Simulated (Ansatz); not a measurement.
Polymorphs of Pt, each relaxed with PBE in the plane-wave PAW code Ansatz:

A: simple cubic (Pm-3m)
a = 2.624 Å, b = 2.624 Å, c = 2.624 Å, α = 90.00°, β = 90.00°, γ = 90.00°

| atom | site | symmetry | x | y | z |
|---|---|---|---|---|---|
| Pt | 1a | m-3m | 0.0000 | 0.0000 | 0.0000 |

B: fcc (Cu type) (Fm-3m)
a = b = c = 3.970 Å, α = β = γ = 90.00°

```tsv
atom	site	symmetry	x	y	z
Pt	4a	m-3m	0.0000	0.0000	0.0000
```

### Question
Rank these by energy per atom at 0 K (lowest first), as PBE gives it.

### Answer
B (+0 meV/atom), A (+444 meV/atom)

Constructed cells (a structure type filled with these elements, in neither database checked): A. Not the usual ambient phase: A. All cells were relaxed under the symmetry of their starts (and spin orders); stability against distortions was not tested throughout. Rows with no word on spin ran without spin polarisation. Spin–orbit coupling is left out wherever it is not named.

Energies hold the estimated change up to a 700 eV cutoff; steps of a few meV lie near the error of the meshes.

Potentials: the earlier of the program's two PAW sets.
